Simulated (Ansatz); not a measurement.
BC₅:
```cif
data_C5B
_chemical_formula_sum 'B1 C5'
_space_group_name_H-M_alt 'P3m1'
_space_group_IT_number 156
_space_group_name_Hall 'P 3 -2"'
_cell_length_a 2.52135
_cell_length_b 2.52135
_cell_length_c 6.32171
_cell_angle_alpha 90.000
_cell_angle_beta 90.000
_cell_angle_gamma 120.000
loop_
_atom_site_label
_atom_site_type_symbol
_atom_site_symmetry_multiplicity
_atom_site_Wyckoff_symbol
_atom_site_fract_x
_atom_site_fract_y
_atom_site_fract_z
_atom_site_occupancy
B1 B 1 b 0.33333 0.66667 0.00686 1
C1 C 1 b 0.33333 0.66667 0.26020 1
C2 C 1 c 0.66667 0.33333 0.33851 1
C3 C 1 a 0.00000 0.00000 0.66414 1
C4 C 1 c 0.66667 0.33333 0.58176 1
C5 C 1 a 0.00000 0.00000 0.89951 1
```

This is the LDA-relaxed structure.

Task: All from DFT-LDA in the program Ansatz with PAW potentials, unless another level is named. Predict the electronic character.

Result: metallic (no gap).

Task: Predict the density of states at the Fermi level.

Result: 0.13 states/eV per atom (mean over ±0.08 eV).

Task: And the formation energy from the elements (no fitted shifts)?

Result: 153 meV/atom.

The first step of the workflow began from a Materials Project structure, measured or hypothetical; the Crystallography Open Database copy checked does not list it. Its standing as an ambient phase is unchecked. The cell was relaxed with LDA under the symmetry of its start; whether a distortion lowers the energy is not shown. Its formation energy is positive at this level, so the cell may be metastable or incomplete. The references are the lowest solids computed at this level, not always the standard phases.

Potentials: the later of the program's two PAW sets.
